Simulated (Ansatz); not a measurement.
Task: Each is relaxed and computed with the program Ansatz at the r²SCAN level (PAW). Which is the only metal?
A. NaF, P6_3/mmc (Na on 2d, F on 2c)
B. TcB2, P6_3/mmc (Tc on 2c, B on 4f)
C. CaO, P6_3/mmc (Ca on 2d, O on 2c)
D. BAs, P6_422 (B on 3c, As on 3d)

Result: B, TcB2, P6_3/mmc (Tc on 2c, B on 4f). TcB2: metal; CaO: gap 3.63 eV (direct); NaF: gap 6.33 eV (direct); BAs: gap 0.67 eV (indirect). Built on a structure type that need not be the filed one of that space group: CaO, P6_3/mmc (Ca on 2d, O on 2c). Typed or built starts, not in the databases checked: NaF, P6_3/mmc (Na on 2d, F on 2c); BAs, P6_422 (B on 3c, As on 3d). Not the usual ambient phase: CaO, P6_3/mmc (Ca on 2d, O on 2c); NaF, P6_3/mmc (Na on 2d, F on 2c); BAs, P6_422 (B on 3c, As on 3d). Standing as an ambient phase not checked: TcB2, P6_3/mmc (Tc on 2c, B on 4f). All cells were relaxed under the symmetry of their starts (and spin orders); stability against distortions was not tested throughout. Rows with no word on spin ran without spin polarisation. Scalar-relativistic: spin–orbit coupling is off unless named, which matters more the heavier the elements.

Potentials: the later of the program's two PAW sets (Tc and Pm come from another file).
